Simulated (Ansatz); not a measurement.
Here is the system:

Relaxed Te (trigonal-Te type, space group P3_121):

```
CELL_PARAMETERS angstrom
      4.52111     0.00000     0.00000
     -2.26056     3.91540     0.00000
      0.00000     0.00000     5.95492
ATOMIC_POSITIONS crystal
  Te 0.26812 0.00000 0.33333
  Te 0.00000 0.26812 0.66667
  Te 0.73188 0.73188 0.00000
```

In each cell atom 2 (Te, nearest neighbour Te at 2.889 Å; its periodic images, 4.5 Å or more away, move with it) moves by s·(0.629, -0.363, -0.687) (towards the nearest neighbour), the rest being held.

These are PBE (plane waves to 420 eV, PAW, scalar-relativistic; Ansatz, a quantum-chemistry and plane-wave program) values and carry that method's errors. k mesh 7×7×5 (Γ-centred), Fermi-Dirac smearing 0.05 eV. Energies are smeared free energies. Left out: 1 of 11 points, with atoms too close for the PAW data. As the smearing reaches across the gap at some points, energies and forces of such displacements shift with the k mesh and the smearing. Spin-orbit coupling is left out, though Te is heavy. Te was relaxed with its symmetry unable to fall. The PAW data are Ansatz's earlier set. ΔE is measured from the undisplaced structure.

The scan covers s from -0.870 to 0.696 Å in 10 points.

### Question
Is this a single well or a double well?

### Answer
A single well with its minimum at or next to zero displacement.

### Question
Is the energy the same for displacements of ±0.696 Å, and if not, which side lies higher?

### Answer
Not even: the positive side lies higher at ±0.696 Å. With its periodic images moving along, the atom's site symmetry in this cell is 2.

### Question
What force acts on the atom along the line at s = -0.870 Å?

### Answer
2.04 eV/Å.

### Question
What is the energy change at s = 0.696 Å?

### Answer
2932 meV/cell.

### Question
What is the force constant k = d²E/ds² of this move at s = 0?

### Answer
4.08 eV/Å².

(For displaced atoms, the force is minus the slope of the energy, and its curvature is a force constant, which sets phonon frequencies.)
